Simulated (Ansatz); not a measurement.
Nb₂AlB₂:
```cif
data_AlB2Nb2
_chemical_formula_sum 'Nb2 Al1 B2'
_space_group_name_H-M_alt 'P-6m2'
_space_group_IT_number 187
_space_group_name_Hall 'P -6 2'
_cell_length_a 3.09662
_cell_length_b 3.09662
_cell_length_c 7.53428
_cell_angle_alpha 90.000
_cell_angle_beta 90.000
_cell_angle_gamma 120.000
loop_
_atom_site_label
_atom_site_type_symbol
_atom_site_symmetry_multiplicity
_atom_site_Wyckoff_symbol
_atom_site_fract_x
_atom_site_fract_y
_atom_site_fract_z
_atom_site_occupancy
Nb1 Nb 2 h 0.33333 0.66667 0.29321 1
Al1 Al 1 a 0.00000 0.00000 0.00000 1
B1 B 1 b 0.00000 0.00000 0.50000 1
B2 B 1 f 0.66667 0.33333 0.50000 1
```

Relaxed with PBEsol.

Question: Which orbitals make up the states near the Fermi level in PBEsol (plane waves, PAW; program Ansatz)?

Answer: Within 0.5 eV of the Fermi level: Nb 4d 82 %, B 2p 9 %, Al 3p 6 %. Projections are on Löwdin-orthogonalised atomic valence shells; empty p or d shells of many metals are not among them.

Question: Tabulate the density of states.

Answer: States/eV per cell of 5 atoms, in 0.25 eV bins, energy from the Fermi level.

```csv
E (eV),total,Nb 4d,B 2p,Al 3p
-7.85,0.82,0.16,0.27,0.04
-7.60,0.90,0.17,0.25,0.07
-7.35,0.94,0.20,0.23,0.11
-7.10,1.11,0.26,0.24,0.17
-6.85,0.76,0.16,0.31,0.08
-6.60,0.90,0.20,0.50,0.04
-6.35,1.53,0.36,0.65,0.15
-6.10,1.65,0.38,0.68,0.17
-5.85,1.66,0.40,0.71,0.15
-5.60,1.20,0.32,0.52,0.11
-5.35,1.57,0.40,0.76,0.12
-5.10,2.18,0.59,1.11,0.14
-4.85,2.01,0.59,0.85,0.18
-4.60,3.39,1.16,1.49,0.22
-4.35,2.72,1.11,1.04,0.20
-4.10,1.95,0.79,0.76,0.13
-3.85,1.48,0.62,0.60,0.08
-3.60,1.59,0.72,0.62,0.07
-3.35,2.08,1.05,0.72,0.11
-3.10,3.43,1.96,0.90,0.25
-2.85,3.36,2.19,0.44,0.47
-2.60,3.74,2.42,0.34,0.67
-2.35,2.74,1.81,0.20,0.48
-2.10,2.18,1.30,0.17,0.51
-1.85,4.03,2.26,0.32,1.04
-1.60,3.32,1.99,0.25,0.79
-1.35,3.05,1.85,0.23,0.66
-1.10,2.01,1.33,0.18,0.34
-0.85,1.40,1.11,0.10,0.13
-0.60,1.30,1.06,0.11,0.08
-0.35,1.61,1.30,0.18,0.09
-0.10,1.73,1.42,0.14,0.11
0.15,1.52,1.26,0.11,0.10
0.40,1.72,1.41,0.12,0.13
0.65,2.29,1.86,0.17,0.18
0.90,3.39,2.79,0.22,0.24
1.15,3.17,2.49,0.21,0.22
1.40,2.70,2.17,0.14,0.21
1.65,2.18,1.86,0.07,0.11
1.90,2.08,1.73,0.09,0.14
2.15,1.71,1.28,0.11,0.17
2.40,1.74,1.23,0.13,0.20
2.65,2.01,1.36,0.18,0.26
2.90,2.20,1.46,0.37,0.19
3.15,2.65,1.69,0.44,0.25
3.40,3.29,1.98,0.54,0.38
3.65,3.76,2.43,0.57,0.38
3.90,3.31,2.12,0.49,0.30
4.15,4.96,3.07,0.68,0.55
4.40,3.04,1.59,0.43,0.31
4.65,2.45,0.97,0.34,0.39
```

The start of the workflow was typed in or built on a structure type; neither database checked (COD, Materials Project) lists it. Its standing as an ambient phase is unchecked. Symmetry was held in the PBEsol relaxation; its stability against distortions is not shown here. No spin polarisation was allowed. Scalar-relativistic: spin–orbit coupling is off unless named, which matters more the heavier the elements.

Potentials: the earlier of the program's two PAW sets. The files were generated under PBE; for other functionals the program regenerates the frozen cores, and for LDA and PBEsol the local potential too.
